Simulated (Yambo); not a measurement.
G0W0@PBEsol for TiO$_{2}$ (space group P2_1/c, No. 14) in Yambo (4×2×2 mesh, 8 Ry block, plasmon pole, screening fixed), without a terminator:

```csv
bands N in G,"gap Γ → (-0.5, 0, 0) (eV)",shift of the valence edge (eV)
106,3.745,0.531
164,3.758,0.233
242,3.742,0.057
```

Task: Extrapolate both columns to infinite N with E(N) = E∞ + A/N, test the form, and compare with the terminator.

Result: From two points, E∞ = (N2 E2 − N1 E1)/(N2 − N1). The two largest N give 3.71 eV for the gap and -0.31 eV for the shift; the two smallest give 3.78 eV and -0.31 eV. For the gap the slopes A are -3.9 and 8.1 eV: the form isn't reached, and its limit is uncertain. For the shift the slopes A are 89 and 90 eV: the 1/N form holds. With the Bruneval-Gonze terminator and 242 bands the run gives 3.65 eV and -0.15 eV, 0.06 eV and 0.16 eV from the extrapolated values: the terminator too is an estimate of the remainder. Block, mesh and the bands in W are held fixed.

Geometry of the Materials Project entry, not relaxed at this level; primitive cell a = 4.813 Å, b = 4.872 Å, c = 5.041 Å, α = 90.00°, β = 99.86°, γ = 90.00°.

This is not the ordinary phase of the substance.

A shift is the quasiparticle energy of the state minus its PBEsol energy.
